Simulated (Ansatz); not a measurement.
## Ni (fcc type) under strong compression

```
CELL_PARAMETERS angstrom
0.00000 1.71236 1.71236
1.71236 0.00000 1.71236
1.71236 1.71236 0.00000
ATOMIC_POSITIONS crystal
Ni 0.00000 0.00000 0.00000
```

The cell comes from a relaxation on PAW files under the same functional.

Its volume is scaled at fixed shape and fractional positions.

All numbers are LDA results (scalar-relativistic) from Ansatz 0.2.0, with a Γ-centred 18×18×18 k mesh, Fermi–Dirac smearing of 0.08 eV, spin-polarised from start moments Ni 1 μB. Methods: LAPW: all electrons, basis error target 1 meV/atom; PAW: frozen-core files, cutoff 420 eV; crystal datasets: all electrons, by PAW datasets that the program makes for each cell; norm-conserving: pseudopotentials, cutoff 1333 eV; PAW (cutoff 250 eV): frozen-core files, cutoff 250 eV.

Energies are extrapolated to zero smearing and count from the unscaled cell; pressure is positive in compression; gaps take the mesh and a band path. No temperature or zero-point motion is included.

Other magnetic orders may lie lower. The PAW files were made under PBE.

```csv
V/V0,V (Å³/atom),P LAPW (GPa),ΔE LAPW (eV/atom),P PAW − LAPW (GPa),ΔE PAW − LAPW (meV/atom),moment (μB/cell)
1.00,10.04,-0.12,0.000,0.09,0.0,0.60
0.94,9.44,18.17,0.031,0.10,0.4,0.58
0.88,8.84,44.1,0.145,0.10,0.7,0.57
0.80,8.03,96.7,0.487,0.03,1.1,0.53
0.72,7.23,182.2,1.170,-0.23,0.7,0.43
0.64,6.43,?,2.410,-0.79,-1.8,0.08
0.55,5.52,617.2,?,-1.35,-8.0,0.00
0.45,4.52,1297,10.682,-6.15,-23.8,0.00
```

Q: Give the missing entry: row "0.55", column "ΔE LAPW (eV/atom)".

A: 4.973.

Q: What belongs in the row "0.64", column "P LAPW (GPa)"?

A: 324.5.

Q: From the table, what is the rise of the enthalpy H = E + pV up to the last row, and how stiff is the crystal between the last two rows?

A: ΔH = 10.682 eV + (1297 GPa × 4.52 Å³ + 0.12 GPa × 10.04 Å³) × 0.006242 eV/(GPa·Å³) = 47.27 eV/atom, of which pV makes 77 %. The mean bulk modulus there is −ΔP/Δln V = 3390 GPa.

Q: At the smallest volume, how far do crystal datasets and norm-conserving and PAW (cutoff 250 eV) lie from LAPW in pressure?

A: crystal datasets: 0.00 GPa; norm-conserving: -23.46 GPa; PAW (cutoff 250 eV): +7.73 GPa, on a LAPW pressure of 1297 GPa.

Q: How do the Löwdin populations by LAPW change from the unscaled cell to the last row?

A: Ni 3s 1.99 → 1.94, Ni 4s 0.98 → 0.84, Ni 3d 8.82 → 9.08 electrons an atom. These are projections on the shells that the free atoms fill; 0.22 e a cell lies outside them at the start and 0.16 e at the end.

Q: Where is the magnetism lost?

A: By V/V0 = 0.55 (617.2 GPa) the moment has died away, since the bands widen under compression.
